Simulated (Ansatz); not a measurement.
Pb:
```cif
data_Pb
_chemical_formula_sum 'Pb1'
_space_group_name_H-M_alt 'P 1'
_space_group_IT_number 1
_cell_length_a 3.50635
_cell_length_b 3.50635
_cell_length_c 3.50635
_cell_angle_alpha 60.000
_cell_angle_beta 60.000
_cell_angle_gamma 60.000
loop_
_space_group_symop_operation_xyz
  'x, y, z'
loop_
_atom_site_label
_atom_site_type_symbol
_atom_site_fract_x
_atom_site_fract_y
_atom_site_fract_z
_atom_site_occupancy
Pb1 Pb 0.00000 0.00000 0.00000 1
```

Relaxed with PBE+D3(BJ).

Task: Which orbitals make up the states near the Fermi level in PBE+D3(BJ) in the plane-wave PAW code Ansatz?

Result: Within 0.5 eV of the Fermi level: Pb 6p 86 %, Pb 6s 11 %. Projections are on Löwdin-orthogonalised atomic valence shells; empty p or d shells of many metals are not among them.

Task: Tabulate the density of states.

Result: States/eV per cell of 1 atom, in 0.25 eV bins, energy from the Fermi level.

| E (eV) | total | Pb 6p | Pb 6s |
|---|---|---|---|
| -7.85 | 0.67 | 0.10 | 0.56 |
| -7.60 | 0.64 | 0.09 | 0.55 |
| -7.35 | 0.63 | 0.07 | 0.56 |
| -7.10 | 0.63 | 0.05 | 0.58 |
| -6.85 | 0.74 | 0.02 | 0.71 |
| -6.60 | 0.09 | 0.00 | 0.08 |
| -6.35 | 0.00 | 0.00 | 0.00 |
| -6.10 | 0.00 | 0.00 | 0.00 |
| -5.85 | 0.00 | 0.00 | 0.00 |
| -5.60 | 0.00 | 0.00 | 0.00 |
| -5.35 | 0.00 | 0.00 | 0.00 |
| -5.10 | 0.00 | 0.00 | 0.00 |
| -4.85 | 0.00 | 0.00 | 0.00 |
| -4.60 | 0.00 | 0.00 | 0.00 |
| -4.35 | 0.00 | 0.00 | 0.00 |
| -4.10 | 0.06 | 0.06 | 0.00 |
| -3.85 | 0.15 | 0.15 | 0.00 |
| -3.60 | 0.21 | 0.20 | 0.01 |
| -3.35 | 0.27 | 0.25 | 0.01 |
| -3.10 | 0.39 | 0.36 | 0.02 |
| -2.85 | 0.51 | 0.47 | 0.03 |
| -2.60 | 0.69 | 0.63 | 0.05 |
| -2.35 | 0.90 | 0.81 | 0.07 |
| -2.10 | 0.84 | 0.74 | 0.09 |
| -1.85 | 0.68 | 0.57 | 0.09 |
| -1.60 | 0.41 | 0.32 | 0.08 |
| -1.35 | 0.41 | 0.33 | 0.08 |
| -1.10 | 0.48 | 0.40 | 0.07 |
| -0.85 | 0.50 | 0.42 | 0.07 |
| -0.60 | 0.50 | 0.43 | 0.06 |
| -0.35 | 0.51 | 0.44 | 0.06 |
| -0.10 | 0.51 | 0.44 | 0.06 |
| 0.15 | 0.50 | 0.44 | 0.05 |
| 0.40 | 0.53 | 0.46 | 0.05 |
| 0.65 | 0.56 | 0.49 | 0.05 |
| 0.90 | 0.59 | 0.52 | 0.05 |
| 1.15 | 0.61 | 0.54 | 0.04 |
| 1.40 | 0.65 | 0.57 | 0.04 |
| 1.65 | 0.68 | 0.60 | 0.04 |
| 1.90 | 0.76 | 0.68 | 0.04 |
| 2.15 | 0.81 | 0.73 | 0.03 |
| 2.40 | 0.78 | 0.70 | 0.03 |
| 2.65 | 0.76 | 0.68 | 0.03 |
| 2.90 | 0.74 | 0.66 | 0.02 |
| 3.15 | 0.71 | 0.64 | 0.02 |
| 3.40 | 0.68 | 0.61 | 0.02 |
| 3.65 | 0.67 | 0.59 | 0.02 |
| 3.90 | 0.64 | 0.57 | 0.02 |
| 4.15 | 0.62 | 0.55 | 0.01 |
| 4.40 | 0.60 | 0.54 | 0.01 |
| 4.65 | 0.58 | 0.52 | 0.01 |

Space group Fm-3m (fcc (Cu type)). The PBE+D3(BJ) relaxation kept the symmetry of its start. The pairwise dispersion correction was not fitted to metals. Spin–orbit coupling is left out wherever it is not named.

Potentials: the later of the program's two PAW sets.
